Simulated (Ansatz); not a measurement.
## Cs (dhcp): energy against volume

Theory: DFT, LDA (PW92), plane waves (420 eV) with PAW, scalar-relativistic (Ansatz). The PAW files were generated under PBE, with cores re-solved for the functional.

The cell is scaled uniformly from the relaxed one, with fractional coordinates and shape fixed. Energies are extrapolated to zero smearing, pressures are those at the given smearing. Magnetic state: spin not included.

A Birch-Murnaghan fit gives V₀ = 96.78 Å³/atom, B₀ = 2.4 GPa, B₀′ = 2.9.

(1) What are the energy above the minimum and the pressure at 84.680 Å³/atom?

(2) What are the energy above the minimum and the pressure at 92.378 Å³/atom?

(3) What are the energy above the minimum and the pressure at 100.076 Å³/atom?

Results:

(1) 13.7 meV/atom and 0.37 GPa as computed.

(2) 1.6 meV/atom and 0.11 GPa as computed.

(3) 0.8 meV/atom and -0.09 GPa as computed.
